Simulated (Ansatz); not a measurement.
BAs:
```
BAs
1.0
    3.32894     0.00000     0.00000
   -1.66447     2.88295     0.00000
    0.00000     0.00000     5.51371
B As
2 2
Direct
  0.33333   0.66667   0.37453
  0.66667   0.33333   0.87453
  0.33333   0.66667   0.00047
  0.66667   0.33333   0.50047
```

Relaxed with LDA. Special points in fractions of this cell's reciprocal vectors: Γ (0.000, 0.000, 0.000); M (0.500, 0.000, 0.000); K (0.333, 0.333, 0.000); A (0.000, 0.000, 0.500); L (0.500, 0.000, 0.500); H (0.333, 0.333, 0.500).

Question: List the band energies nearest the valence-band maximum at these points for LDA in the plane-wave PAW code Ansatz.

Answer: In eV from the valence-band maximum; about four levels below and three above (degenerate sets whole), none deeper than 8.9 eV; points with the same levels are listed once.

```csv
k,below,above
Γ,-2.14 -2.14 -0.40 0.00 0.00,2.31 2.73 2.73
M,-6.35 -4.37 -4.15 -2.11,1.05 3.73 4.16
K,-7.32 -4.96 -4.96 -4.72,1.16 6.22 6.22
A,-1.30 -1.30 -1.30 -1.30,2.97 2.97 4.19 4.19 4.19 4.19
L,-3.46 -3.46 -3.41 -3.41,1.74 1.74 2.74 2.74
H,-6.33 -6.33 -2.91 -2.91,2.78 2.78 4.81 4.81
```

Space group P6_3mc (wurtzite). The first step of the workflow began from a Materials Project structure, measured or hypothetical; the Crystallography Open Database copy checked does not list it. It is not the phase usual at ambient conditions (space group No. 216). Symmetry was held in the LDA relaxation; phonons on a q-mesh show no instability. Scalar-relativistic: spin–orbit coupling is off unless named, which matters more the heavier the elements.

Potentials: the later of the program's two PAW sets.
